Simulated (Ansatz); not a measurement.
A plane-wave DFT run in Ansatz 0.2.0 (scalar-relativistic PAW potentials unless the input names others): input and command.

```yaml
crystal:
  lattice:
    - [3.257497, 0.0, 0.0]
    - [0.0, 3.257497, 0.0]
    - [0.0, 0.0, 7.409341]
  atoms:
    - { symbol: Ta, position: [0.0, 0.0, 0.5] }
    - { symbol: Ta, position: [0.5, 0.5, 0.783158] }
    - { symbol: Ta, position: [0.5, 0.5, 0.216842] }
    - { symbol: Ta, position: [0.0, 0.0, 0.0] }
    - { symbol: O, position: [0.5, 0.5, 0.5] }
basis:
  ecutwfc: 420
kpoints:
  mp_grid: { grid: [12, 11, 7] }
hamiltonian:
  xc: pbe
scf:
  occupations: { method: gaussian, width: 0.1 }
  max_iter: 75
output:
  forces: true
  eigenvalues: true
  stress: true
relax:
  adjacent_minimum: "off"
  f_tol: 0.005
  max_steps: 80
  cell: { stress_tol: 0.05 }
```

```bash
ansatz run input.yaml --threads 2 --pin off --max-ram 5120MiB --backend cpu --events-out ev --progress --plain --runs-dir out
```

Abridged log:
```
The last accepted step is kept in <dir> (removed where the run ends without a failure and the disk answers)
Pseudopotentials: kind: paw
Pseudopotential: Ta, paw, valence charge 13, recommended cutoff 420 eV (normal)
Pseudopotential: O, paw, valence charge 6, recommended cutoff 420 eV (normal)
Functional definition: PBE
Crystal: 5 atoms, lattice volume = 78.623 Å³
Basis set: ecut = 420 eV, 1569 PW (Γ), exchange–correlation on 48×48×100 points (8 copies of the dense FFT grid, shifted against one another)
Bands: 35, of which v1, the nominal top of the filled ones, is band 29 counted from 1 (28 counted from 0)
Symmetry: 8 space group operations
k-points: 168 of 924
Initial density: superposition of atomic densities (neutral atoms: chi_scale 0, normalization atom), corrected by the library's trained network
Initial wavefunctions: pseudopotential atomic-orbital guess
Functional: x = pbe(κ = 0.804, μ = 0.21951497), c = pbe(β = 0.06672455)
SCF iter   1: F=—  HF=-40296.867290 eV  |F-HF|=—  |Δ(HF+E_count)|=         —  Δρ=9.81e-3  dr2=4.15e-1  ethr=1.77e-3  ⟨swp⟩=4.3  Hψ=23218  notcnv=0
SCF iter   2: F=—  HF=-40296.836599 eV  |F-HF|=—  |Δ(HF+E_count)|=   3.07e-2  Δρ=4.60e-3  dr2=6.24e-2  ethr=7.16e-4  ⟨swp⟩=1.2  Hψ=7271  notcnv=0  defer=15
SCF iter   3: F=—  HF=-40296.828935 eV  |F-HF|=—  |Δ(HF+E_count)|=   7.66e-3  Δρ=2.18e-3  dr2=1.45e-2  ethr=1.08e-4  ⟨swp⟩=1.1  Hψ=5732  notcnv=0  defer=15
SCF iter   4: F=—  HF=-40296.826516 eV  |F-HF|=—  |Δ(HF+E_count)|=   2.42e-3  Δρ=9.15e-4  dr2=6.87e-4  ethr=2.51e-5  ⟨swp⟩=2.0  Hψ=7584  notcnv=0  defer=15
SCF iter   5: F=—  HF=-40296.826390 eV  |F-HF|=—  |Δ(HF+E_count)|=   1.26e-4  Δρ=2.80e-4  dr2=3.77e-5  ethr=1.18e-6  ⟨swp⟩=2.0  Hψ=7640  notcnv=0  defer=15
SCF iter   6: F=—  HF=-40296.826186 eV  |F-HF|=—  |Δ(HF+E_count)|=   2.05e-4  Δρ=6.42e-5  dr2=5.90e-6  ethr=6.50e-8  ⟨swp⟩=2.0  Hψ=9432  notcnv=0  defer=37
SCF iter   7: F=—  HF=-40296.826185 eV  |F-HF|=—  |Δ(HF+E_count)|=   5.90e-7  Δρ=1.77e-5  dr2=2.88e-7  ethr=1.02e-8  ⟨swp⟩=2.0  Hψ=7009  notcnv=0  defer=39
SCF iter   8: F=-40296.826185 eV  HF=-40296.826185 eV  |F-HF|=2.46e-8  |Δ(HF+E_count)|=   7.95e-9  Δρ=5.67e-6  dr2=3.10e-8  ethr=1.72e-10  ⟨swp⟩=9.4  Hψ=22541  notcnv=0
SCF 1 converged in 8 iterations: F = -40296.826185 eV  dr2 = 3.10e-8
relax step   1: F+E_penalty+E_count = -40296.82618515 eV  Δ(F+E_penalty+E_count) = +0.000e0 eV  max|allowed force component| = 5.804e-2 eV/Å  Δτ_max = 0.0000 Å  P = -0.779 GPa  Ω = 78.623 Å³  (8 SCF iters, dr2 threshold 1.00e-7 eV, accepted)
Crystal: 5 atoms, lattice volume = 77.905 Å³
Basis set: ecut = 420 eV, 1553 PW (Γ), exchange–correlation on 48×48×100 points (8 copies of the dense FFT grid, shifted against one another)
Initial density: handed on by an earlier stage of this run
Initial wavefunctions: those handed on with the density
   ...
SCF iter   3: F=—  HF=-40296.827527 eV  |F-HF|=—  |Δ(HF+E_count)|=   4.07e-6  Δρ=9.27e-6  dr2=2.36e-7  ethr=2.46e-9  ⟨swp⟩=1.8  Hψ=6284  notcnv=0
SCF iter   4: F=—  HF=-40296.827527 eV  |F-HF|=—  |Δ(HF+E_count)|=   4.31e-8  Δρ=2.82e-6  dr2=1.50e-8  ethr=4.07e-10  ⟨swp⟩=2.0  Hψ=7054  notcnv=0
SCF iter   5: F=-40296.827527 eV  HF=-40296.827527 eV  |F-HF|=2.62e-10  |Δ(HF+E_count)|=   3.34e-9  Δρ=9.02e-7  dr2=5.14e-10  ethr=4.18e-12  ⟨swp⟩=5.0  Hψ=21141  notcnv=0
SCF 5 converged in 5 iterations: F = -40296.827527 eV  dr2 = 5.14e-10
relax step   5: F+E_penalty+E_count = -40296.82752730 eV  Δ(F+E_penalty+E_count) = +4.920e-6 eV  max|allowed force component| = 1.670e-4 eV/Å  Δτ_max = 0.0002 Å  P = +0.000 GPa  Ω = 78.359 Å³  energy of the carried Pulay correction = +3.376e-4 eV  (5 SCF iters, dr2 threshold 2.42e-9 eV, accepted)
Initial wavefunctions: pseudopotential atomic-orbital guess (no wavefunctions were taken with the density)
SCF iter   1: F=—  HF=-40296.827374 eV  |F-HF|=—  |Δ(HF+E_count)|=         —  Δρ=2.22e-5  dr2=9.24e-8  ethr=1.20e-8  ⟨swp⟩=3.9  Hψ=41872  notcnv=0
SCF iter   2: F=—  HF=-40296.827194 eV  |F-HF|=—  |Δ(HF+E_count)|=   1.79e-4  Δρ=1.18e-5  dr2=2.73e-8  ethr=1.59e-10  ⟨swp⟩=3.0  Hψ=13842  notcnv=0
SCF iter   3: F=—  HF=-40296.827194 eV  |F-HF|=—  |Δ(HF+E_count)|=   1.69e-8  Δρ=7.26e-6  dr2=7.99e-9  ethr=4.71e-11  ⟨swp⟩=1.7  Hψ=6192  notcnv=0
SCF iter   4: F=—  HF=-40296.827194 eV  |F-HF|=—  |Δ(HF+E_count)|=   1.18e-8  Δρ=7.87e-7  dr2=3.94e-10  ethr=1.38e-11  ⟨swp⟩=2.1  Hψ=7233  notcnv=0
SCF iter   5: F=-40296.827194 eV  HF=-40296.827194 eV  |F-HF|=5.09e-11  |Δ(HF+E_count)|=  2.18e-11  Δρ=1.42e-7  dr2=3.59e-11  ethr=1.00e-12  ⟨swp⟩=3.8  Hψ=23759  notcnv=0
SCF 6 converged in 5 iterations: F = -40296.827194 eV  dr2 = 3.59e-11
SCF converged after 5 iterations
Free energy (F): -40296.827194 eV
Harris-Foulkes:  -40296.827194 eV  (|F-HF|=5.09e-11)
Internal energy: -40296.815704 eV  (E = F + TS)
E sigma→0 (E₀):  -40296.821449 eV
Entropy (-TS):   -0.011490 eV (-2.298 meV/atom)
Fermi energy:    18.854704 eV
--- Forces (eV/Å), atoms counted from 1 ---
  atom   1  Ta     0.00000000     0.00000000     0.00000000
  atom   2  Ta     0.00000000     0.00000000     0.00012882
  atom   3  Ta     0.00000000     0.00000000    -0.00012882
  atom   4  Ta     0.00000000     0.00000000     0.00000000
  atom   5  O      0.00000000     0.00000000     0.00000000
--- Stress (GPa, compression-positive) ---
       -0.004009       0.000000       0.000000
        0.000000      -0.013518       0.000000
        0.000000       0.000000      -0.002919
  P = ⅓ Tr σ = -0.0068 GPa (-0.068 kbar)
--- Relaxed structure (5 steps of the walk, 4 accepted, 1 SCFs on fresh bases) ---
  F+E_penalty+E_count = -40296.82719447 eV   max|allowed force component| = 1.288e-4 eV/Å   (the final SCF, on the basis selected at the relaxed cell)
  cell:  # Å, volume = 78.3591 Å³
    - [3.26026303, 0.0, 0.0]
    - [0.0, 3.24971554, 0.0]
    - [0.0, 0.0, 7.39590277]
  atoms:
    - { symbol: Ta, position: [0.0, -1.85753812e-124, 0.49999999] }
    - { symbol: Ta, position: [0.5, 0.5, 0.78291668] }
    - { symbol: Ta, position: [0.5, 0.5, 0.21708331] }
    - { symbol: Ta, position: [0.0, -1.85753812e-124, 0.0] }
    - { symbol: O, position: [0.5, 0.5, 0.49999999] }
```

Question: What should be changed?

Answer: The fault is a mesh that breaks the symmetry (kpoints.mp_grid.grid: [12, 12, 6] → [12, 11, 7], the first being the value of the sound run). Setting it back cures it. The log, from which this was withheld above, says: «Warning: crystal.symmetry: narrowed to the stabiliser of the k-point mesh — unitary ops 16 → 8; excluded 8 operations that carry a point of the 12×11×7 mesh (shift [0, 0, 0]) off the mesh (the run samples exactly the mesh kpoints.mp_grid names, as under crystal.symmetry.detect: false, and its converged state has the mesh's symmetry, not the crystal's; ε∞ …» The run converged all the same, with an energy at zero smearing 1.05 meV/atom above the reference's, a relaxed volume of 15.67 Å³/atom, pressure -0.01 GPa, largest force 0.000 eV/Å, no gap on the mesh, so convergence alone doesn't show that an input is right. A reference run from the same start on usual settings converged, and the end of its own relaxation has a relaxed volume of 15.67 Å³/atom, pressure -0.01 GPa, largest force 0.000 eV/Å, no gap on the mesh.

It took 75 s on 2 threads of Arm Neoverse V1, with other jobs on the host, peak memory 0.6 GiB.